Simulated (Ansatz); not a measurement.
Crystals of one structure type (Cu3Au type) and one family of elements, relaxed and computed with LDA in the plane-wave PAW code Ansatz.

| crystal | V (Å³/atom) | highest Γ mode, no LO–TO term (cm⁻¹) |
|---|---|---|
| ScAl3 | 16.38 | ? |
| YAl3 | 18.30 | 302 |
| Sc3Al | 20.07 | 254 |
| La3Ga | 27.24 | 104 |
| La3In | 29.46 | 108 |

Problem. Fit a straight line to ln ω against ln V and predict the withheld value.

Solution. Least squares on the 4 shown rows: ln ω = -2.39 × ln V + (12.668), with a scatter of 8.6 %. For ScAl3 this gives 398. The run itself gave 342, a miss of 16.4 % of that.

Standing as an ambient phase not checked: YAl3, Cu3Au type; Sc3Al, Cu3Au type; La3Ga, Cu3Au type; La3In, Cu3Au type. All cells were relaxed under the symmetry of their starts (and spin orders); stability against distortions was not tested throughout. Rows with no word on spin ran without spin polarisation. Spin–orbit coupling is left out wherever it is not named.

Potentials: the later of the program's two PAW sets.
